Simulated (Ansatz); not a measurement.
SnI4:
```yaml
crystal:
  lattice:
    - [5.84922, 0.00000, 0.00000]
    - [0.00000, 5.84922, 0.00000]
    - [0.00000, 0.00000, 5.84922]
  atoms:
    - { symbol: Sn, position: [0.00000, 0.00000, 0.00000] }
    - { symbol: I, position: [0.26431, 0.73569, 0.73569] }
    - { symbol: I, position: [0.73569, 0.73569, 0.26431] }
    - { symbol: I, position: [0.73569, 0.26431, 0.73569] }
    - { symbol: I, position: [0.26431, 0.26431, 0.26431] }
```

Plane-wave PAW LDA (Ansatz code) gives a gap of 0.11 eV without spin–orbit coupling, maximum at Γ, minimum at Γ.

Q: What happens when spin–orbit coupling is switched on?

A: The gap closes at this level.

Space group P-43m. The workflow started from a Materials Project entry (that database holds measured and hypothetical structures alike); the Crystallography Open Database files this formula in space group No. 215, but the cells were not matched. Its standing as an ambient phase is unchecked. The LDA relaxation kept the symmetry of its start; its stability against distortions is not shown here. A crystal of weakly bound molecules computed without a dispersion correction: the cell and the soft elastic constants depend strongly on that.

Potentials: the later of the program's two PAW sets.
